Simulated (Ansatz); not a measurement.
Structure search: one Zr6BiC2 candidate

All numbers below come from DFT PBE, scalar-relativistic, plane waves, PAW in Ansatz 0.2.0. Cutoff 420 eV, Gaussian smearing, Γ-centred meshes. Cell and atoms relax first on a coarse mesh and then on a finer one. In between, the cell is made exact in the group found at 0.06 Å. In metals the finer mesh still leaves noise of several meV/atom or more. The steps can't lower the symmetry of their start. No spin polarisation in the relaxation; trial moments died out in a coarse test.

The guess for Zr6BiC2 was made by a generator: antiperovskite family, tilts a0a0a0, column order on A (P4/mmm, No. 123) (A site Bi vacant; B site C; X site Zr). Its size is a rough estimate.

```cif
data_structure
_symmetry_space_group_name_H-M 'P4/mmm'
_symmetry_Int_Tables_number 123
_cell_length_a 6.6047
_cell_length_b 6.6047
_cell_length_c 4.6703
_cell_angle_alpha 90.000
_cell_angle_beta 90.000
_cell_angle_gamma 90.000
_cell_volume 203.73
loop_
_atom_site_label
_atom_site_type_symbol
_atom_site_symmetry_multiplicity
_atom_site_Wyckoff_symbol
_atom_site_fract_x
_atom_site_fract_y
_atom_site_fract_z
_atom_site_occupancy
Zr1 Zr 4 j 0.25000 0.25000 0.00000 1
Zr2 Zr 2 e 0.00000 0.50000 0.50000 1
Bi1 Bi 1 d 0.50000 0.50000 0.50000 1
C1 C 2 f 0.00000 0.50000 0.00000 1
```

Energies over the elements count from the elements' standard structures at the same level, with no fitted energy shifts.

Q: Describe the relaxed structure.

A: The symmetry stays P4/mmm (No. 123). The volume per atom shrinks by 6.6 %, from 22.6 to 21.1 Å³. The shortest distance goes from 2.34 Å (Zr–C) to 2.28 Å (Zr–C). Conventional cell: a = 6.445 Å, c = 4.581 Å. Zr on a site of symmetry m2m has 2 C at 2.28 Å, 8 Zr at 3.17–3.28 Å and 2 Bi at 3.26 Å; Zr on a site of symmetry mmm is surrounded by 2 C at 2.29 Å, 2 Bi at 3.22 Å and 8 Zr at 3.23 Å; Bi is surrounded by 12 Zr at 3.22–3.26 Å; C has 6 Zr at 2.28–2.29 Å.

```
CELL_PARAMETERS angstrom
6.44461 0.00000 0.00000
0.00000 6.44461 0.00000
0.00000 0.00000 4.58065
ATOMIC_POSITIONS crystal
Zr 0.24569 0.24569 0.00000
Zr 0.24569 0.75431 0.00000
Zr 0.00000 0.50000 0.50000
Zr 0.75431 0.75431 0.00000
Zr 0.75431 0.24569 0.00000
Zr 0.50000 0.00000 0.50000
Bi 0.50000 0.50000 0.50000
C 0.00000 0.50000 0.00000
C 0.50000 0.00000 0.00000
```

Q: Give its energy and gap.

A:

| Quantity | Value |
| --- | --- |
| Formation energy | −0.14 eV/atom |
| Gap on the 6×6×8 mesh of the 9-atom cell | 0 eV (a metal) |

Whether it is stable depends on the other phases of the system, which aren't compared here.

The last run used Gaussian smearing of 0.10 eV. These runs have no spin–orbit coupling, which can matter for Bi. The reference form of C is held partly by dispersion forces, which this level lacks. A structure relaxed within its symmetry needn't be a true minimum. In all, the 3 runs took 3.8 min on 1 thread of Arm Neoverse V2 (shared host).
